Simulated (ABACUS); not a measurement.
Set-up for a self-consistent single point of Mo2N (I4_1/amd, 6 atoms in the cell; from Materials Project mp-27953).

```xyz
6
Lattice="-2.1278 2.1278 3.9751 2.1278 -2.1278 3.9751 2.1278 2.1278 -3.9751" Properties=species:S:1:pos:R:3 pbc="T T T"
Mo     0.0000     2.1278     3.8714
Mo     0.0000     0.0000     1.8839
Mo     0.0000     0.0000     6.0663
Mo     0.0000     2.1278     0.1037
N      2.1278     0.0000     1.9875
N      0.0000     0.0000     3.9751
```

Method: PBEsol-D3(BJ) with three-body term, PseudoDojo 0.4 standard norm-conserving PBEsol (tails mended) pseudopotentials (plane waves; ABACUS 3.10.1).

ABACUS settings:

```
key                                                                      value
---------------  -------------------------------------------------------------
KPT                                                          Gamma 5 5 5 0 0 0
basis_type                                                                  pw
ecutwfc                                                                  84 Ry
smearing_method                                                       gaussian
smearing_sigma                                                    0.0199916 Ry
vdw_method                                                               d3_bj
vdw_abc                                                                      1
potentials       PseudoDojo 0.4 standard norm-conserving PBEsol (tails mended)
symmetry                                                                     1
symmetry_prec                                                            1e-05
ks_solver                                                                  dav
scf_nmax                                                                   100
scf_thr                                                             1.0e-09 Ry
mixing_type                                                            broyden
mixing_beta                                                                0.7
```

Results:

Number of valence electrons: 66
Number of bands: 43
Number of k-points after the program's reduction: 18
Number of plane waves (most at a k-point): 6345
Number of SCF iterations: 9
FFT grid: 60 × 60 × 60
Free energy E − TS: -8217.0393 eV
Fermi level (on the code's own zero): 21.10 eV
Pressure: -11.91 GPa
Largest force (vector length): 0.250 eV/Å
Dispersion energy: -2.755 eV

Forces (eV/Å):
```tsv
atom	Fx	Fy	Fz
Mo1	0.000	0.000	0.250
Mo2	0.000	0.000	0.250
Mo3	0.000	0.000	-0.250
Mo4	0.000	0.000	-0.250
N5	0.000	0.000	0.000
N6	0.000	0.000	0.000
```

Stress (GPa, positive for compression):
```
-11.98    0.00    0.00
  0.00  -11.98    0.00
  0.00    0.00  -11.79
```

For comparison: a first run (DFT, PBEsol, plane waves, PseudoDojo 0.4 standard norm-conserving PBEsol (tails mended) pseudopotentials) was changed to give this one (vdw_method: default → d3_bj; vdw_abc: default → 1), and from it to this one the pressure goes from -6.42 to -11.91 GPa and the largest force moves little (0.248 to 0.250 eV/Å).

The structure comes from a collection of computed structures, made at another level of theory; the collection holds predicted forms beside known ones. No clean gap shows at this smearing width and mesh (spacing up to 0.42 Å⁻¹); the mesh is coarse for partly filled bands, so the values carry mesh errors.

Cost on one core: around 2.3 core-minutes (rough).

“Tails mended”: in these copies of the files the far tail of each local potential was reset to the Coulomb form.
